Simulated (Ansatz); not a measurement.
C, first-principles data

C:
```cif
data_C4
_chemical_formula_sum 'C4'
_space_group_name_H-M_alt 'P 1'
_space_group_IT_number 1
_cell_length_a 7.08178
_cell_length_b 7.08178
_cell_length_c 7.08178
_cell_angle_alpha 19.879
_cell_angle_beta 19.879
_cell_angle_gamma 19.879
loop_
_space_group_symop_operation_xyz
  'x, y, z'
loop_
_atom_site_label
_atom_site_type_symbol
_atom_site_fract_x
_atom_site_fract_y
_atom_site_fract_z
_atom_site_occupancy
C1 C 0.91999 0.91999 0.91999 1
C2 C 0.08001 0.08001 0.08001 1
C3 C 0.25330 0.25330 0.25330 1
C4 C 0.74670 0.74670 0.74670 1
```

Space group R-3m (No. 166); conventional cell a = b = 2.445 Å, c = 20.819 Å, α = β = 90.00°, γ = 120.00°.

Method: DFT-LDA in the program Ansatz with PAW potentials. Structure relaxed to zero pressure with the same functional. Other levels are named where they apply.

### Cell and energy

* **Volume per atom**: 8.98 Å³
* **Density**: 2.22 g/cm³

### Electronic structure

- Electronic character: no gap, with almost no states at the Fermi level (zero-gap or semimetallic)
- Density of states at the Fermi level: 0.00 states/eV per atom (mean over ±0.08 eV)

The workflow started from a Materials Project entry (that database holds measured and hypothetical structures alike); the Crystallography Open Database files this formula in space group No. 166, but the cells were not matched. It is not the phase usual at ambient conditions (space group No. 194, 227). The LDA relaxation kept the symmetry of its start; its stability against distortions is not shown here. A crystal of weakly bound layers computed without a dispersion correction: the cell and the soft elastic constants depend strongly on that.

Potentials: the later of the program's two PAW sets.
